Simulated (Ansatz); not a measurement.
Calculated ²³Na NMR of the central transition for Na₄YNbSi₃O₁₂

Cell: a Materials Project structure (computed, not necessarily an observed phase), atoms as given.

Space group R3c:H (No. 161); a = 9.3855, c = 22.8167 Å, γ = 120.00°.

| site | Wyckoff | site symmetry | x | y | z |
| --- | --- | --- | --- | --- | --- |
| Na1 | 18b | 1 | 0.3057 | 0.3464 | 0.5815 |
| Na7 | 6a | 3. | 0.0000 | 0.0000 | 0.4960 |
| Y | 6a | 3. | 0.0000 | 0.0000 | 0.3486 |
| Nb | 6a | 3. | 0.0000 | 0.0000 | 0.6483 |
| Si | 18b | 1 | 0.9611 | 0.3260 | 0.5843 |
| O19 | 18b | 1 | 0.2194 | 0.0255 | 0.3089 |
| O25 | 18b | 1 | 0.8064 | 0.9702 | 0.6943 |
| O31 | 18b | 1 | 0.0007 | 0.8137 | 0.4120 |
| O37 | 18b | 1 | 0.9621 | 0.1482 | 0.5881 |

One atom of each set is listed; the run and its k-mesh use a cell of 42 atoms with edges of 9.34, 9.34, 9.34 Å.

All values are calculated (Ansatz; DFT, r2SCAN, plane waves and PAW, scalar-relativistic, 500 eV cutoff, Γ-centred 3×3×3 k-points, Fermi–Dirac smearing 0.02 eV), not measured.

²³Na has I = 3/2 and Q = 104.0 mb (Pyykkö 2018); at 7.05 T its Larmor frequency is ν₀ = 79.4 MHz. Only the quadrupole interaction is simulated: positions count from each site's isotropic chemical shift, and J coupling is left out, as are shift anisotropy and dipolar coupling, which fast spinning averages.

Problem. Give C_Q, η, the quadrupolar product P_Q = |C_Q|(1 + η²/3)^½, the second-order isotropic shift and the breadth of the pattern (fast magic-angle spinning) for each Na site.

Solution. 

| site | first shell | C_Q (MHz) | η | P_Q (MHz) | δ_QIS (ppm) | breadth (kHz) |
| --- | --- | --- | --- | --- | --- | --- |
| Na1 | 8 O at 2.39–3.06 Å; also 1 O at 3.41 Å, 1 Na at 3.43 Å | -2.34 | 0.41 | 2.41 | -23.0 | 4.23 |
| Na7 | 6 O at 2.60–2.64 Å | -2.54 | 0.00 | 2.54 | -25.5 | 4.34 |

δ_QIS = −(ν_Q²/30ν₀²)[I(I+1) − 3/4](1 + η²/3) × 10⁶ ppm with ν_Q = 3|C_Q|/[2I(2I−1)]; it falls as 1/B₀² in ppm, and the breadth as 1/B₀ in kHz.

An axis of threefold or higher order runs through Na7, so V_zz lies along it and η is zero.

At this cell the r2SCAN pressure is -6 GPa, so with r2SCAN the cell would shrink if it were relaxed. The entry's cell may itself be off. The largest force is 0.5 eV/Å, so the atoms aren't at the calculated equilibrium and relaxing them would move these values.

Hardware: 1 thread of Intel Xeon 6975P-C (Granite Rapids) (x86_64; 48 cores open to the job, memory cap 2.5 GiB, no GPU), a shared host with a load of 0.5 a core. Wall time 1.9 min, CPU time 1.9 min, peak memory 2.1 GiB.
